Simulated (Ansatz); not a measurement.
Ga2O3 in space group Cmcm (No. 63; Ga on 4c, Ga on 4a, O on 8f, O on 4c), the program Ansatz at the r²SCAN level (PAW). The conduction-band minimum lies at Γ, with 1 equivalent valley. Second derivatives d²E/dk² of the lowest band at one valley (eV·Å²), along Cartesian directions:

```csv
direction,d²E/dk²
[100],36.70
[010],32.67
[001],34.28
[110],34.69
[101],35.49
[011],33.48
```

Q: Find the principal effective masses, the density-of-states mass and the conductivity mass.

A: Off-diagonal terms follow from H_xy = H[110] − (H_xx + H_yy)/2, and m*/mₑ = 7.620 eV·Å² over each eigenvalue: 0.21, 0.22, 0.23. One valley's DOS mass (m₁m₂m₃)^(1/3) = 0.22, conductivity mass 3/(Σ 1/mᵢ) = 0.22 mₑ.

Q: What effective density of states Nc follows at 300 K for parabolic valleys?

A: Nc = 2.509e19 × 1 × (0.22)^(3/2) ≈ 2.6e18 cm⁻³.

The first step of the workflow began from a Materials Project structure, measured or hypothetical; the Crystallography Open Database copy checked does not list it. It is not the phase usual at ambient conditions (space group No. 12, 167). Symmetry was held in the r²SCAN relaxation. At this level the phase is dynamically unstable (imaginary phonons). Spin–orbit coupling is left out wherever it is not named.

Potentials: the earlier of the program's two PAW sets. The files were generated under PBE; for other functionals the program regenerates the frozen cores, and for LDA and PBEsol the local potential too.

Edges and masses are those of Kohn–Sham bands, whose gap is no quasiparticle gap.
